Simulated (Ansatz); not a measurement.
# CoO: a phonon run with field response on the run's own k mesh

Level of theory: Ansatz 0.2.0, DFT PBE+U, scalar-relativistic, plane waves, PAW.

Launched with:
```bash
ansatz run input.yaml --threads 1 --pin off --max-ram 3072MiB --backend cpu --events-out ev --progress --plain --runs-dir out
```

Input (bare energies are in eV):
```yaml
crystal:
  lattice:
    - [1.5369143799, 0.8873379309, 2.4734269504]
    - [-1.5369143799, 0.8873379309, 2.4734269504]
    - [0.0, -1.7746758619, 2.4734269504]
  atoms:
    - { symbol: Co, position: [0.0, 0.0, 0.0], spin: 2.88 }
    - { symbol: O, position: [0.5, 0.5, 0.5], spin: 0.24 }
basis:
  ecutwfc: 420
kpoints:
  mp_grid: { grid: [12, 12, 12] }
hamiltonian:
  xc: pbe
  hubbard: { sites: [{ species: Co, l: d, u_eff: 3.32 }] }
scf:
  occupations: { method: gaussian, width: 0.02 }
output:
  eigenvalues: true
  populations: true
magnetization:
  spin_polarized: true
phonons:
  method: dfpt
  dielectric: true
  rigid_motions: translations
  field_mesh: kpoints
```

From the output:
```
--- Phonons (Γ-DFPT): 4 representative perturbations + reference, on 476 of 1728 k-points (Σ response iterations 24) ---
  k mesh reduced under 2 symmetry operations, with k and −k counted as one. Each operation leaves every solved perturbation unchanged. A smaller set is not considered because the run has a Hubbard term
  ASR residual: 1.582e-4 → 0.000e0 eV/Å²; symmetrization residual: 9.735e-7 eV/Å²
  ASR residual per site (eV/Å²): 1.58e-4 1.39e-4
  Γ frequencies (cm⁻¹): 0.00 0.00 0.00 217.43 300.37 300.37
  ε∞ (high-frequency dielectric tensor):
        5.715423     0.000000     0.000000
       -0.000000     5.715423    -0.000000
        0.000000    -0.000000     5.743630
  ε⁰ (static dielectric tensor: ions relaxed, cell fixed):
       17.430773    -0.000000     0.000000
       -0.000000    17.430773    -0.000000
        0.000000    -0.000000    32.271250
  ε⁰ − ε∞ (ionic part):
       11.715349    -0.000000     0.000000
       -0.000000    11.715349    -0.000000
        0.000000    -0.000000    26.527619
  softest optical mode at Γ: 217.43 cm⁻¹; the repairs (sum rule, projections) moved no ω² at Γ by more than (1.57 cm⁻¹)²
  Born effective charges Z* (e; rows j = field, columns β = displacement):
    site 0:
         2.33886   -0.00000    0.00000
         0.00000    2.33886   -0.00000
         0.00000   -0.00000    2.54769
    site 1:
        -2.33886    0.00000   -0.00000
         0.00000   -2.33886    0.00000
         0.00000    0.00000   -2.54769
  Z* charge neutrality: 4.893e-5 e pre-enforcement
  k-mesh period / interband length: 36.5 Å / 1.97 Å = 18.57 at k = (0.0000, 0.0000, 0.0000) (spin ↓), direct gap 3.139 eV — 14 or more, which is no proof of convergence
  optical modes at Γ without the LO–TO term, one row a degenerate level:
      ω (cm⁻¹) modes IR ((D/Å)²/amu)
        217.43      1            11.9006
        300.37      2            20.0592
  optical modes at Γ + LO–TO along q̂ = [1.0000, 0.0000, 0.0000]:
      ω (cm⁻¹) modes IR ((D/Å)²/amu)
        217.43      1            11.9006
        300.37      1            10.0296
        524.55      1            10.0296
  optical modes at Γ + LO–TO along q̂ = [0.0000, 1.0000, 0.0000]:
      ω (cm⁻¹) modes IR ((D/Å)²/amu)
        217.43      1            11.9006
        300.37      1            10.0296
        524.55      1            10.0296
  optical modes at Γ + LO–TO along q̂ = [0.0000, 0.0000, 1.0000]:
      ω (cm⁻¹) modes IR ((D/Å)²/amu)
        300.37      2            20.0592
        515.39      1            11.9006
--- Löwdin populations: 2 sites ---
  site symbol q [e]    m [muB]
     0     Co     15.7984     2.7134
     1      O      7.0725     0.2810
  spilling = 0.005612 (of n_electrons = 23.000000)
```

Time: 3.7 min on 1 thread of Intel(R) Xeon(R) 6975P-C (Granite Rapids) (shared host), peak memory 1.3 GiB.

Beside the reference run (Plane waves to 420 eV; Γ-centred k mesh 12×12×12; Gaussian smearing of 0.02 eV. U_eff = 3.32 eV on Co d. Collinear spin, site moments 2.6, 0.2 μB. Phonons by linear response, acoustic sum rule imposed.), the optical modes at Γ (cm⁻¹, by rank, those that always equal the one before left out, no LO field; i marks imaginary), ε∞ and the mean Born charge of atom 1:
```csv
setting,mode 1,mode 2,ε∞,Z* of atom 1
reference run,217,300,5.72,2.41
field response on the run's own k mesh,217,300,5.72,2.41
```

The magnetic state is the one reached from the starting moments and may not be the lowest.